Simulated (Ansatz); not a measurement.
Notes on a calculation: RuBr₂ in the CdI2-type structure

Method: PBEsol, scalar-relativistic; no spin polarisation; PAW, 420 eV, 10×10×6 k-mesh, Gaussian smearing of 0.05 eV; code Ansatz. The datasets are Ansatz's generated set soft_2.

The cell came from substitution into a structure type; whether the compound takes it is for experiment to say.

The start:

```cif
data_structure
_symmetry_space_group_name_H-M 'P 1'
_symmetry_Int_Tables_number 1
_cell_length_a 3.7388
_cell_length_b 3.7388
_cell_length_c 6.0314
_cell_angle_alpha 90.000
_cell_angle_beta 90.000
_cell_angle_gamma 120.000
_cell_volume 73.01
loop_
_atom_site_label
_atom_site_type_symbol
_atom_site_fract_x
_atom_site_fract_y
_atom_site_fract_z
_atom_site_occupancy
Ru1 Ru 0.00000 0.00000 0.00000 1
Br1 Br 0.33333 0.66667 0.25200 1
Br2 Br 0.66667 0.33333 0.74800 1
```

The runs in order:

```
run   level   k-mesh                    kind  V (Å³/atom)  P (GPa)  E − E(final) (meV/atom)  gap on the mesh (eV)
  1  PBEsol  10×10×6  cell and atoms relaxed        23.22      0.0                      0.0                  0.81
```

The cell is relaxed to zero pressure at this level.

The final structure (symmetry read at 0.01 Å). The structure is trigonal, space group P-3m1 (No. 164). Conventional cell: a = 3.724 Å, b = 3.724 Å, c = 5.800 Å, α = 90.00°, β = 90.00°, γ = 120.00°. Around Ru (site symmetry -3m) lie 6 Br at 2.50 Å. Br (site symmetry 3m) has 3 Ru at 2.50 Å as nearest neighbours. (Shells end 15 % past the nearest neighbour.)

- At the final geometry the gap, band path included, is 0.81 eV.
- Against the elements' standard states, run alike and uncorrected, the formation energy is -0.08 eV/atom.
- The runs in the table took roughly 1.4 core-minutes.

**Why it comes out so.**

Within 0.6 eV of the edges the projected states are 87 % Ru 4d at the top of the valence band and 63 % Ru 4d at the bottom of the conduction band. The 4d shell leads at both edges but is strongly mixed, between the Mott–Hubbard and the charge-transfer pattern.

Semilocal functionals underestimate band gaps, commonly by a third or more. The structure is built of weakly bound layers, and this functional has no dispersion term, so their spacing and all that hangs on it (volume, the soft elastic constants, low modes, dielectric constants) are poorly given.
